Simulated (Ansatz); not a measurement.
ScCuO2 in space group R-3m (No. 166; Sc on 3b, Cu on 3a, O on 6c), DFT-r²SCAN in the program Ansatz with PAW potentials, all energies at zero smearing, with the estimated change up to a 700 eV cutoff added, with one set of potentials and settings (totals compare only within such a set). Cell of 4 atoms (1 Sc, 1 Cu, 2 O): -9914.193 eV.

```
element                            reference phase  E (eV/atom)
-------  -----------------------------------------  -----------
Sc                   P6_3/mmc, 2 atoms in the cell   -2140.5738
Cu                      Fm-3m, 1 atoms in the cell   -6631.2396
O        C2/m, 4 atoms in the cell, spin-polarised    -566.0281
```

Formation energy per atom, worked out: (-9914.193 − 1×(-2140.5738) − 1×(-6631.2396) − 2×(-566.0281))/4 = -2.581 eV/atom (-249 kJ per mol of atoms), at 0 K, without zero-point energy or fitted corrections.

The workflow started from a Materials Project entry (that database holds measured and hypothetical structures alike); the Crystallography Open Database files this formula in space group No. 166, but the cells were not matched. Whether it is the stable phase at ambient conditions was not checked. Symmetry was held in the r²SCAN relaxation; its stability against distortions is not shown here. The run is not spin-polarised. No Hubbard U is applied. The references are the lowest solids computed at this level, not always the standard phases (solids in place of the gases).

Potentials: the later of the program's two PAW sets.
